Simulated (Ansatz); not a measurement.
Ga₃Ir:
```xyz
16
Lattice="6.5172 0.0000 0.0000 0.0000 6.5172 0.0000 0.0000 0.0000 6.6136" Properties=species:S:1:pos:R:3 pbc="T T T"
Ga     0.0000     3.2586     3.3068
Ga     0.0000     3.2586     0.0000
Ga     3.2586     0.0000     0.0000
Ga     3.2586     0.0000     3.3068
Ga     2.3610     4.1563     1.7112
Ga     4.1563     2.3610     4.9024
Ga     5.6196     5.6196     5.0181
Ga     0.8976     0.8976     1.5956
Ga     4.1563     2.3610     1.7112
Ga     2.3610     4.1563     4.9024
Ga     0.8976     0.8976     5.0181
Ga     5.6196     5.6196     1.5956
Ir     1.0438     5.4734     3.3068
Ir     5.4734     1.0438     3.3068
Ir     4.3025     4.3025     0.0000
Ir     2.2148     2.2148     0.0000
```

The program Ansatz at the r²SCAN level (PAW) gives a gap of 0.19 eV without spin–orbit coupling, maximum at Γ, minimum at Γ.

What happens when spin–orbit coupling is switched on?

The gap decreases by 0.17 eV, to 0.02 eV; maximum at R, minimum at Γ. The small gap may have closed and reopened with inverted band order, as semilocal functionals often give for heavy narrow-gap crystals.

Space group P4_2/mnm. The workflow started from a Materials Project entry (that database holds measured and hypothetical structures alike); the Crystallography Open Database copy checked does not list it. Its standing as an ambient phase is unchecked. Symmetry was held in the r²SCAN relaxation; its stability against distortions is not shown here. No spin polarisation was allowed.

Potentials: the later of the program's two PAW sets.
